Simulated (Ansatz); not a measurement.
SnO2, DFT, LDA, PAW with Ansatz's default frozen-core files, scalar-relativistic (Ansatz 0.2.0), run on 2 threads of Arm Neoverse V1 on a shared host.

Structure: COD 2101853, as refined from experiment and not relaxed.

Command: `ansatz run input.yaml --threads 2 --pin off --max-ram 8192MiB --backend cpu --events-out ev --progress --plain --runs-dir out`

```yaml
crystal:
  lattice:
    - [4.73735, 0.0, 0.0]
    - [0.0, 4.73735, 0.0]
    - [0.0, 0.0, 3.1864]
  atoms:
    - { symbol: Sn, position: [0.0, 0.0, 0.0] }
    - { symbol: Sn, position: [0.5, 0.5, 0.5] }
    - { symbol: O, position: [0.30562, 0.30562, 0.0] }
    - { symbol: O, position: [0.19438, 0.80562, 0.5] }
    - { symbol: O, position: [0.69438, 0.69438, 0.0] }
    - { symbol: O, position: [0.80562, 0.19438, 0.5] }
kpoints:
  mp_grid: { grid: [4, 4, 6] }
  band_path:
    path:
      - [0.0, 0.0, 0.0]
      - [0.0, 0.5, 0.0]
      - [0.5, 0.5, 0.0]
      - [0.0, 0.0, 0.0]
      - [0.0, 0.0, 0.5]
      - [0.0, 0.5, 0.5]
      - [0.5, 0.5, 0.5]
      - [0.0, 0.0, 0.5]
      - [0.0, 0.5, 0.0]
    npoints: 14
scf:
  occupations: { method: fermi_dirac, width: 0.03 }
hamiltonian:
  xc: lda
  pseudopotentials: { kind: paw }
output:
  forces: true
  stress: true
  eigenvalues: true
  efg: { contact_densities: true }
  populations: true
  bader: true
  dos: { projected: true, de: 0.2, e_range: [-14, 8] }
  write_density: true
  write_potential: true
  elf: true
  volumetric_format: npy
```

Problem. How large is the problem that the program sets up?

Solution. 24 irreducible k-points, 1411 plane waves at Γ, 32 bands.

Problem. About how long does it take, and how much memory does it use?

Solution. 27 s of wall time for 6 SCF iterations, with a peak of 0.41 GiB. Times on shared machines scatter by tens of per cent.

Problem. And the same cell and mesh by full-potential LAPW, asked for forces, stress, eigenvalues, fatbands, populations, dos and the same band path, on the same hardware?

Solution. 110 s, peak memory 0.58 GiB.

Problem. And the same cell and mesh by all-electron PAW (datasets made for this crystal), asked for forces, stress, eigenvalues, efg and the same band path, on the same hardware?

Solution. 30 s, peak memory 0.94 GiB.
